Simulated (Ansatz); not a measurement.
The cell below belongs to a search over invented structures; it isn't taken from experiment.

Input and command of a plane-wave DFT calculation in Ansatz:

```yaml
crystal:
  lattice:
    - [3.5305237539, 0.0, 0.0]
    - [0.0, 3.5305237539, 0.0]
    - [0.0, 0.0, 11.5362027858]
  atoms:
    - { symbol: Be, position: [0.5, 0.0, 0.6437592578] }
    - { symbol: Be, position: [0.0, 0.0, 0.5] }
    - { symbol: Be, position: [0.0, 0.5, 0.3562407422] }
    - { symbol: Be, position: [0.5, 0.5, 0.5] }
    - { symbol: Be, position: [0.5, 0.0, 0.1184320746] }
    - { symbol: Be, position: [0.0, 0.5, 0.8815679254] }
    - { symbol: Se, position: [0.5, 0.5, 0.7619582012] }
    - { symbol: Se, position: [0.5, 0.5, 0.2380417988] }
    - { symbol: Se, position: [0.0, 0.0, 0.0] }
basis:
  ecutwfc: 420
kpoints:
  mp_grid: { grid: [10, 10, 4] }
hamiltonian:
  xc: pbe
scf:
  occupations: { method: gaussian, width: 0.1 }
output:
  forces: true
  stress: true
  eigenvalues: true
relax:
  adjacent_minimum: "off"
  f_tol: 0.01
  max_steps: 30
  cell: { stress_tol: 0.1, fix: [volume] }
```

```bash
ansatz run input.yaml --threads 1 --pin off --max-ram 2560MiB --backend cpu --events-out ev --progress --plain --runs-dir out
```

Processor: Arm Neoverse V2, 1 thread, on a host shared with other jobs.

Problem. How long does it run, and how much memory does it take?

Solution. About 110 s, peak memory 0.52 GiB. It solves 39 bands at 63 k points (after reduction by symmetry) with about 2787 plane waves, in 22 SCF iterations over 3 ionic steps.
